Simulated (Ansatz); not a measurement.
One crystal and one scan (scan of one atom of the cell) at two levels, PBE-D3(BJ) (plane waves to 420 eV, PAW, scalar-relativistic; Ansatz, a program for electronic structure) and PBEsol-D3(BJ) (plane waves to 420 eV, PAW, scalar-relativistic; Ansatz), each from its own relaxed cell and on its own mesh. The cell shown is that of PBE-D3(BJ).

Starting cell, As (A7 type, space group R-3m):

```
As
1.0
    1.89202     1.09236     3.36884
   -1.89202     1.09236     3.36884
    0.00000    -2.18472     3.36884
As
2
Direct
  0.23031   0.23031   0.23031
  0.76969   0.76969   0.76969
```

In each cell atom 2 (As, nearest neighbour As at 2.535 Å; its periodic images, 3.8 Å or more away, move with it) moves by s·(0.707, 0.707, 0.000) (along Cartesian [110]), the rest being held.

The energy includes the smearing's −TS. As was relaxed with its symmetry unable to fall. The PAW data are Ansatz's earlier set. With partly filled bands, energies and forces of such displacements shift with the k mesh and the smearing. Both scans cover s from -0.250 to 0.250 Å.

ΔE (meV/cell), each from the undisplaced structure of its own level:

| s (Å) | PBE-D3(BJ) | PBEsol-D3(BJ) |
|---|---|---|
| -0.250 | 139 | withheld |
| -0.200 | 86 | 76 |
| -0.150 | 47 | 41 |
| -0.100 | 20 | 18 |
| -0.050 | 5 | 4 |
| 0.000 | 0 | 0 |
| 0.050 | 5 | 4 |
| 0.100 | 18 | 15 |
| 0.150 | 39 | 32 |
| 0.200 | 67 | 56 |
| 0.250 | 104 | 90 |

**Question.** Estimate the PBEsol-D3(BJ) value at -0.250 from the PBE-D3(BJ) value there and the ratio of the two levels in the two nearest given rows on that side of the minimum.

**Answer.** At -0.200 and -0.150 the ratio PBEsol-D3(BJ)/PBE-D3(BJ) averages 0.878, which gives 0.878 × 139 = 122 meV/cell. The calculation gives 125 meV/cell, -10.1 % against PBE-D3(BJ).

(For displaced atoms, the force is minus the slope of the energy, and its curvature is a force constant, which sets phonon frequencies.)
